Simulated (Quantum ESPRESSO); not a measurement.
## Zn2CaMgO4 (one run as intended and one with a planted mistake)

Simulated, not a measurement. The program is pw.x of Quantum ESPRESSO 7.5 (plane-wave density functional theory). The cell is made up: 8 atoms on a rocksalt lattice, with randomly drawn elements, strain and displacements, not relaxed. PseudoDojo standard norm-conserving files (v0.5 for PBE, v0.4.1 for LDA and PBEsol) set the functional; there is no spin polarisation, spin-orbit coupling or dispersion term, and the masses in the input are unused placeholders.

Intended input:

```
&control calculation='scf', pseudo_dir='./dojo.nc.sr.pbe.v0_5.standard.upf', outdir='./o', disk_io='medium', tprnfor=.true., tstress=.true. /
&system ibrav=0, nat=8, ntyp=4, nbnd=48, ecutwfc=84.00895049, nosym=.true., tot_charge=0,
 occupations='smearing', smearing='fd', degauss=0.0018374661
/
&electrons conv_thr=7.350e-09, electron_maxstep=60, /
ATOMIC_SPECIES
Ca 1.0 Ca.upf
Mg 1.0 Mg.upf
O 1.0 O.upf
Zn 1.0 Zn.upf
CELL_PARAMETERS angstrom
4.4557 0.0 0.0
0.0 4.4557 0.0
0.0 0.0 4.4557
ATOMIC_POSITIONS angstrom
Zn -0.0313 0.0538 -0.0991
Zn -0.0176 2.2778 2.2203
Ca 2.2866 -0.1066 2.3052
Mg 2.2401 2.2082 -0.0747
O 2.2166 -0.1059 -0.0524
O 2.4365 2.1844 2.1778
O 4.5323 0.0691 2.297
O 4.4032 2.325 -0.1002
K_POINTS automatic
4 4 4 1 1 1
```

The log is shortened where brackets say so; the opening notice, blank lines, dates and the lines on written files are dropped, and the path of the files is cut. It prints rydbergs, bohrs and kilobars, and counts compression as positive stress.

Log of the intended run:

```
     Program PWSCF v.7.5
     Parallel version (MPI & OpenMP), running on       1 processor cores
     Number of MPI processes:                 1
     Threads/MPI process:                     1
     [start-up lines left out]
     bravais-lattice index     =            0
     lattice parameter (alat)  =       8.4201  a.u.
     unit-cell volume          =     596.9589 (a.u.)^3
     number of atoms/cell      =            8
     number of atomic types    =            4
     number of electrons       =        84.00
     number of Kohn-Sham states=           48
     kinetic-energy cutoff     =      84.0090  Ry
     charge density cutoff     =     336.0358  Ry
     scf convergence threshold =      7.3E-09
     mixing beta               =       0.7000
     number of iterations used =            8  plain     mixing
     Exchange-correlation= PBE
                           (   1   4   3   4   0   0   0)
     [axes and pseudopotential details left out]
   Cartesian axes
     site n.     atom                  positions (alat units)
         1        Zn     tau(   1) = (  -0.0070247   0.0120744  -0.0222412  )
         2        Zn     tau(   2) = (  -0.0039500   0.5112104   0.4983055  )
         3        Ca     tau(   3) = (   0.5131854  -0.0239244   0.5173598  )
         4        Mg     tau(   4) = (   0.5027493   0.4955899  -0.0167650  )
         5        O      tau(   5) = (   0.4974751  -0.0237673  -0.0117602  )
         6        O      tau(   6) = (   0.5468277   0.4902484   0.4887672  )
         7        O      tau(   7) = (   1.0171915   0.0155082   0.5155194  )
         8        O      tau(   8) = (   0.9882173   0.5218035  -0.0224880  )
     number of k points=    32  Fermi-Dirac smearing, width (Ry)=  0.0018
                       cart. coord. in units 2pi/alat
        k(    1) = (   0.1250000   0.1250000   0.1250000), wk =   0.0625000
        k(    2) = (   0.1250000   0.1250000   0.3750000), wk =   0.0625000
     [further k points left out]
     Dense  grid:    62213 G-vectors     FFT dimensions: (  50,  50,  50)
     Estimated max dynamical RAM per process >      88.47 MB
     Initial potential from superposition of free atoms
     starting charge      83.9940, renormalised to      84.0000
     Starting wfcs are   46 randomized atomic wfcs +    2 random wfcs
     total cpu time spent up to now is        5.5 secs
     per-process dynamical memory:    48.9 Mb
     Self-consistent Calculation
     iteration #  1     ecut=    84.01 Ry     beta= 0.70
     Davidson diagonalization with overlap
     ethr =  1.00E-02,  avg # of iterations =  6.3
     total cpu time spent up to now is       20.6 secs
     total energy              =   -1164.19183052 Ry
     estimated scf accuracy    <       1.99467447 Ry
     iteration #  2     ecut=    84.01 Ry     beta= 0.70
     Davidson diagonalization with overlap
     ethr =  2.37E-03,  avg # of iterations =  4.0
     total cpu time spent up to now is       35.2 secs
     total energy              =   -1164.55782055 Ry
     estimated scf accuracy    <       3.10646616 Ry
     [iterations 3 to 10 left out]
     iteration # 11     ecut=    84.01 Ry     beta= 0.70
     Davidson diagonalization with overlap
     ethr =  1.25E-10,  avg # of iterations =  2.1
     total cpu time spent up to now is      180.3 secs
     total energy              =   -1165.16858474 Ry
     estimated scf accuracy    <       0.00000004 Ry
     iteration # 12     ecut=    84.01 Ry     beta= 0.70
     Davidson diagonalization with overlap
     ethr =  4.40E-11,  avg # of iterations =  2.0
     total cpu time spent up to now is      192.5 secs
     End of self-consistent calculation
     [lines on levels left out]
!    total energy              =   -1165.16858474 Ry
     estimated scf accuracy    <          2.0E-09 Ry
     smearing contrib. (-TS)   =       0.00000000 Ry
     internal energy E=F+TS    =   -1165.16858474 Ry
     The total energy is F=E-TS. E is the sum of the following terms:
     one-electron contribution =    -717.76344217 Ry
     hartree contribution      =     392.26081689 Ry
     xc contribution           =    -154.49622399 Ry
     ewald contribution        =    -685.16973548 Ry
     convergence has been achieved in  12 iterations
     Forces acting on atoms (cartesian axes, Ry/au):
     atom    1 type  4   force =     0.00891398   -0.00522044    0.01761602
     atom    2 type  4   force =     0.00994022   -0.01182099   -0.00929660
     atom    3 type  1   force =    -0.00423893    0.03846748   -0.07771742
     atom    4 type  2   force =     0.00095225   -0.00179170    0.01910675
     atom    5 type  3   force =     0.00185320    0.02113103    0.05478371
     atom    6 type  3   force =    -0.03690898   -0.01731668   -0.00200743
     atom    7 type  3   force =    -0.00544518   -0.00314608   -0.01814558
     atom    8 type  3   force =     0.02493345   -0.02030262    0.01566056
     Total force =     0.124154     Total SCF correction =     0.000199
     Computing stress (Cartesian axis) and pressure
          total   stress  (Ry/bohr**3)                   (kbar)     P=       30.43
   0.00022182  -0.00003459   0.00002165           32.63       -5.09        3.18
  -0.00003459   0.00010439  -0.00000469           -5.09       15.36       -0.69
   0.00002165  -0.00000469   0.00029428            3.18       -0.69       43.29
     init_run     :      5.02s CPU      5.39s WALL (       1 calls)
     electrons    :    176.48s CPU    186.99s WALL (       1 calls)
     forces       :      2.03s CPU      2.05s WALL (       1 calls)
     stress       :      7.95s CPU      8.01s WALL (       1 calls)
     [timing details left out]
     PWSCF        :   3m11.68s CPU   3m22.76s WALL
     JOB DONE.
```

A second run has one planted mistake: the smearing is too wide. The input lines that differ, file-writing options aside:

```
- &system ibrav=0, nat=8, ntyp=4, nbnd=48, ecutwfc=84.00895049, nosym=.true., tot_charge=0,
+ &system ibrav=0, nat=8, ntyp=4, nbnd=66, ecutwfc=84.00895049, nosym=.true., tot_charge=0,
-  occupations='smearing', smearing='fd', degauss=0.0018374661
+  occupations='smearing', smearing='fd', degauss=0.0632088341
```

Its log:

```
     Program PWSCF v.7.5
     Parallel version (MPI & OpenMP), running on       1 processor cores
     Number of MPI processes:                 1
     Threads/MPI process:                     1
     [start-up lines left out]
     bravais-lattice index     =            0
     lattice parameter (alat)  =       8.4201  a.u.
     unit-cell volume          =     596.9589 (a.u.)^3
     number of atoms/cell      =            8
     number of atomic types    =            4
     number of electrons       =        84.00
     number of Kohn-Sham states=           66
     kinetic-energy cutoff     =      84.0090  Ry
     charge density cutoff     =     336.0358  Ry
     scf convergence threshold =      7.3E-09
     mixing beta               =       0.7000
     number of iterations used =            8  plain     mixing
     Exchange-correlation= PBE
                           (   1   4   3   4   0   0   0)
     [axes and pseudopotential details left out]
   Cartesian axes
     site n.     atom                  positions (alat units)
         1        Zn     tau(   1) = (  -0.0070247   0.0120744  -0.0222412  )
         2        Zn     tau(   2) = (  -0.0039500   0.5112104   0.4983055  )
         3        Ca     tau(   3) = (   0.5131854  -0.0239244   0.5173598  )
         4        Mg     tau(   4) = (   0.5027493   0.4955899  -0.0167650  )
         5        O      tau(   5) = (   0.4974751  -0.0237673  -0.0117602  )
         6        O      tau(   6) = (   0.5468277   0.4902484   0.4887672  )
         7        O      tau(   7) = (   1.0171915   0.0155082   0.5155194  )
         8        O      tau(   8) = (   0.9882173   0.5218035  -0.0224880  )
     number of k points=    32  Fermi-Dirac smearing, width (Ry)=  0.0632
                       cart. coord. in units 2pi/alat
        k(    1) = (   0.1250000   0.1250000   0.1250000), wk =   0.0625000
        k(    2) = (   0.1250000   0.1250000   0.3750000), wk =   0.0625000
     [further k points left out]
     Dense  grid:    62213 G-vectors     FFT dimensions: (  50,  50,  50)
     Estimated max dynamical RAM per process >      99.53 MB
     Initial potential from superposition of free atoms
     starting charge      83.9940, renormalised to      84.0000
     Starting wfcs are   46 randomized atomic wfcs +   20 random wfcs
     total cpu time spent up to now is        9.6 secs
     per-process dynamical memory:    51.1 Mb
     Self-consistent Calculation
     iteration #  1     ecut=    84.01 Ry     beta= 0.70
     Davidson diagonalization with overlap
     ethr =  1.00E-02,  avg # of iterations =  6.1
     total cpu time spent up to now is       40.9 secs
     total energy              =   -1164.19037591 Ry
     estimated scf accuracy    <       2.04878883 Ry
     iteration #  2     ecut=    84.01 Ry     beta= 0.70
     Davidson diagonalization with overlap
     ethr =  2.44E-03,  avg # of iterations =  2.2
     total cpu time spent up to now is       66.0 secs
     total energy              =   -1164.50304366 Ry
     estimated scf accuracy    <       3.60949930 Ry
     [iterations 3 to 10 left out]
     iteration # 11     ecut=    84.01 Ry     beta= 0.70
     Davidson diagonalization with overlap
     ethr =  2.62E-10,  avg # of iterations =  2.0
     total cpu time spent up to now is      271.7 secs
     total energy              =   -1165.21597683 Ry
     estimated scf accuracy    <       0.00000001 Ry
     iteration # 12     ecut=    84.01 Ry     beta= 0.70
     Davidson diagonalization with overlap
     ethr =  1.19E-11,  avg # of iterations =  2.0
     total cpu time spent up to now is      300.2 secs
     End of self-consistent calculation
     [lines on levels left out]
!    total energy              =   -1165.21597684 Ry
     estimated scf accuracy    <          3.3E-10 Ry
     smearing contrib. (-TS)   =      -0.16998357 Ry
     internal energy E=F+TS    =   -1165.04599326 Ry
     The total energy is F=E-TS. E is the sum of the following terms:
     one-electron contribution =    -717.58232243 Ry
     hartree contribution      =     392.13895033 Ry
     xc contribution           =    -154.43288568 Ry
     ewald contribution        =    -685.16973548 Ry
     convergence has been achieved in  12 iterations
     Forces acting on atoms (cartesian axes, Ry/au):
     atom    1 type  4   force =     0.00986847   -0.00443937    0.01964222
     atom    2 type  4   force =     0.01285111   -0.01206889   -0.01081328
     atom    3 type  1   force =    -0.00524645    0.03786941   -0.07796908
     atom    4 type  2   force =    -0.00095120   -0.00286960    0.01966981
     atom    5 type  3   force =     0.00142013    0.01842216    0.05350727
     atom    6 type  3   force =    -0.03230054   -0.01819166   -0.00153413
     atom    7 type  3   force =    -0.00632737   -0.00208841   -0.01511682
     atom    8 type  3   force =     0.02068586   -0.01663363    0.01261400
     Total force =     0.120769     Total SCF correction =     0.000133
     Computing stress (Cartesian axis) and pressure
          total   stress  (Ry/bohr**3)                   (kbar)     P=       67.29
   0.00047398  -0.00003830   0.00001940           69.72       -5.63        2.85
  -0.00003830   0.00035967  -0.00000383           -5.63       52.91       -0.56
   0.00001940  -0.00000383   0.00053861            2.85       -0.56       79.23
     init_run     :      8.53s CPU      9.51s WALL (       1 calls)
     electrons    :    282.51s CPU    290.80s WALL (       1 calls)
     forces       :      3.69s CPU      3.73s WALL (       1 calls)
     stress       :     13.85s CPU     13.91s WALL (       1 calls)
     [timing details left out]
     PWSCF        :   5m 8.79s CPU   5m18.37s WALL
     JOB DONE.
```

|  | intended run | run with the mistake |
| --- | --- | --- |
| free energy (eV) | -15852.926 | -15853.571 |
| smearing term -TS (eV) | 0.0000 | -2.3127 |
| pressure (GPa) | 3.04 | 6.73 |
| largest force component (eV/Å) | 1.998 | 2.005 |
| largest change of a force component (eV/Å) |  | 0.118 |
| iterations | 12 | 12 |

For scale, a rerun of the intended cell at 1437 eV and a 6 x 6 x 6 mesh moved values by no more than 0.002 eV in energy, 0.04 GPa in stress and 0.008 eV/Å in force. The number of bands, nbnd, was set by rule from the electron count and the smearing, so it follows the mistake.